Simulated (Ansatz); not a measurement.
## ZnS with an S vacancy: which input changes reach the field gradients?

Cell: a supercell of ZnS (wurtzite type, P6_3mc) built from an entry of the Crystallography Open Database (COD), with all atoms left at the host's positions.

```
Zn S
1.0
     7.62200    0.00000    0.00000
    -3.81100    6.60085    0.00000
     0.00000    0.00000   12.46800
Zn S
16 15
Cartesian
  0.0000 2.2003 0.0000
  0.0000 2.2003 6.2340
  -1.9055 5.5007 0.0000
  -1.9055 5.5007 6.2340
  3.8110 2.2003 0.0000
  3.8110 2.2003 6.2340
  1.9055 5.5007 0.0000
  1.9055 5.5007 6.2340
  1.9055 1.1001 3.1170
  1.9055 1.1001 9.3510
  0.0000 4.4006 3.1170
  0.0000 4.4006 9.3510
  5.7165 1.1001 3.1170
  5.7165 1.1001 9.3510
  3.8110 4.4006 3.1170
  3.8110 4.4006 9.3510
  0.0000 2.2003 8.6341
  -1.9055 5.5007 2.4001
  -1.9055 5.5007 8.6341
  3.8110 2.2003 2.4001
  3.8110 2.2003 8.6341
  1.9055 5.5007 2.4001
  1.9055 5.5007 8.6341
  1.9055 1.1001 5.5171
  1.9055 1.1001 11.7511
  0.0000 4.4006 5.5171
  0.0000 4.4006 11.7511
  5.7165 1.1001 5.5171
  5.7165 1.1001 11.7511
  3.8110 4.4006 5.5171
  3.8110 4.4006 11.7511
```

Atom numbers follow the list; atoms alike are taken as one site, whose name carries the number of the first.

Reference run. Level of theory: DFT, PBE, plane waves and PAW, scalar-relativistic, 420 eV cutoff, Γ-centred 3×3×2 k-points, Fermi–Dirac smearing 0.01 eV, cell charge +2 (Ansatz 0.2.0).

It gives V_zz (10²¹ V/m²) Zn1 13.00 (η 0.00), S18 6.75 (η 0.34), among others. Each of these runs changes the input as listed (caps on SCF iterations aside):

A. basis.ecutrho_ratio: not typed → 8; scf.occupations.method: fermi_dirac → methfessel_paxton
B. scf.eigensolver.kind: not typed → davidson; accuracy: not typed → high; basis.ecutwfc: not typed → 200 eV

**Question.** Which of these changes matter for the gradients?

**Answer.** 

| run | Zn1 V_zz (η) | S18 V_zz (η) | largest change of a gradient tensor, all atoms | note |
| --- | --- | --- | --- | --- |
| A | 13.01 (0.00) | 6.75 (0.34) | 0.02 | converged |
| B | 12.88 (0.00) | 6.78 (0.31) | 0.40 | converged; cutoff below the recommended one |

Run B moves them most, on S24 (V_zz from 4.52 to 4.87); against its own size the tensor moves most on S30 among sites above 0.3 (by 0.24, V_zz from -0.30 to -0.064).

Run A changes basis.ecutrho_ratio, scf.occupations together, so the table can't tell their shares apart.

Run B changes accuracy, basis.ecutwfc together, so the table can't tell their shares apart.

On the reference run: The run isn't spin-polarised, and a state with spin may lie lower. The defect repeats with the cell of 31 atoms, so it feels its images: sites between two images don't show the values beside a lone defect, and zeros or small values of η there can come from the images' arrangement. S and Zn carry a gradient in the pure host already, so the values there aren't the defect's effect alone. A uniform background compensates the cell's charge. The defect cell has no gap above 0.1 eV on its mesh, so the values can hang on the smearing and the k-mesh. The neighbours have not yet relaxed around the defect (largest force 1.4 eV/Å), so a real crystal will differ.
